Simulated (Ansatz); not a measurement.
# Rocksalt alloy of MgS and CaS (24 of 32 Mg sites exchanged), 64 atoms

Ansatz, PAW, plane waves. PBEsol relaxation of volume and atoms (shape held) at the single k point (½, ½, ½); single points on the relaxed atoms at the Γ point alone, onto which points of the small cell's zone fold. Arrangement: random. No spin–orbit coupling unless named.

Relaxed structure:

```
S Ca Mg
1.0
    11.04805    0.00000    0.00000
     0.00000   11.04805    0.00000
     0.00000    0.00000   11.04805
S Ca Mg
32 24 8
Cartesian
  2.8629 10.9660 0.0058
  2.8755 0.0715 5.5155
  2.7778 5.5957 0.0836
  2.8714 5.4394 5.4328
  8.1799 11.0368 11.0450
  8.1735 0.0009 5.5199
  8.2694 5.5249 0.0009
  8.1832 5.5123 5.5118
  0.0107 2.7497 0.0764
  0.0902 2.7540 5.4386
  0.0834 8.2889 11.0427
  0.0138 8.2798 5.5183
  5.5079 2.6688 11.0453
  5.4305 2.7339 5.5225
  5.4325 8.3752 10.9529
  5.5090 8.3048 5.6115
  0.0087 0.0746 2.7588
  0.0001 11.0429 8.2804
  0.0847 5.4345 2.7650
  0.0059 5.5181 8.2732
  5.5181 11.0396 2.7768
  5.5222 10.9542 8.2641
  5.4425 5.5173 2.8486
  5.5164 5.6047 8.1883
  2.6704 2.8457 2.8361
  2.7579 2.7630 8.2128
  2.7621 8.1911 2.6827
  2.8384 8.2718 8.3617
  8.3723 2.7638 2.7654
  8.2827 2.7572 8.2766
  8.2858 8.2733 2.7524
  8.2084 8.2788 8.2896
  0.0165 11.0428 0.0077
  0.0208 0.0168 5.5072
  0.0255 5.5188 0.0196
  0.0376 5.4931 5.4956
  5.4997 5.5501 11.0431
  2.7618 2.7573 0.0258
  2.7986 8.2679 5.5219
  8.2808 2.7447 0.0090
  8.2608 2.7561 5.5091
  8.2510 8.2925 11.0332
  8.2440 8.2815 5.5331
  2.7815 0.0062 2.7621
  2.8003 11.0293 8.2841
  2.7855 5.5276 8.2672
  8.2682 0.0059 2.7598
  8.2462 11.0298 8.2809
  8.2825 5.5072 2.7687
  8.2591 5.5302 8.2672
  0.0108 2.7568 8.2663
  0.0247 8.2650 2.7455
  0.0155 8.2810 8.2917
  5.4903 2.7513 2.7863
  5.5058 2.7376 8.2586
  5.4999 8.2828 2.7651
  5.5025 11.0092 11.0200
  5.5057 11.0396 5.5409
  5.4935 5.5183 5.5210
  2.7913 2.7720 5.4851
  2.7969 8.2809 11.0465
  2.7681 5.5023 2.7757
  0.0349 2.7741 2.7787
  5.5012 8.3066 8.2719
```

(1) What are the mean bond lengths by pair (pairs within 1.2 times the sum of covalent radii, less contacts 15 % beyond the pair's median; cation–cation pairs of compounds aside; long ionic contacts are cut short by that bound)?

(2) What gap lies between the top filled and the lowest empty level in the single points?

Answers

(1) Ca–S 2.787 ± 0.044 Å (standard deviation, 144 bonds); Mg–S 2.690 ± 0.042 Å (standard deviation, 48 bonds).

(2) HSE06 3.45 eV (4.5 min on 7 threads of Neoverse-V2).
